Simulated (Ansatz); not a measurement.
Level of theory: DFT PBE, scalar-relativistic, plane waves, PAW (Ansatz). All cells share a 420 eV cutoff and Γ-centred k meshes spaced at most about 0.3 Å⁻¹ (about 0.25 or finer for metals, 2π included). No spin polarisation in the final relaxations.

Temperature and zero-point effects are left out.

Two forms of Zr4Cl were relaxed alike.

A. Space group Pm-3m (No. 221), cubic, a = 4.831 Å. Zr on a site of symmetry 4/mmm has 2 Cl at 2.42 Å and 12 Zr at 3.42 Å; Zr on a site of symmetry m-3m has 12 Zr at 3.42 Å; Cl is surrounded by 6 Zr at 2.42 Å.

B. Space group I4/mmm (No. 139), tetragonal, a = 5.133 Å, c = 8.251 Å. Around Zr on a site of symmetry 4mm lie 1 Cl at 2.48 Å, 4 Zr at 3.05 Å, 1 Zr at 3.30 Å and 8 Zr at 3.57–3.72 Å; Zr on a site of symmetry mmm has 2 Cl at 2.57 Å, 4 Zr at 3.05 Å and 8 Zr at 3.57–3.63 Å; Cl is surrounded by 6 Zr at 2.48–2.57 Å.

**Question.** Which form is favoured at zero pressure, and by what margin per atom?

**Answer.** B is lower, by 134 meV/atom. A has space group Pm-3m (No. 221), 22.5 Å³/atom and no gap on its mesh; B has space group I4/mmm (No. 139), 21.7 Å³/atom and no gap. The denser one is the lower, and pressure would at first widen the difference. Both come from invented guesses.

Cells relaxed within their symmetry can be saddle points.
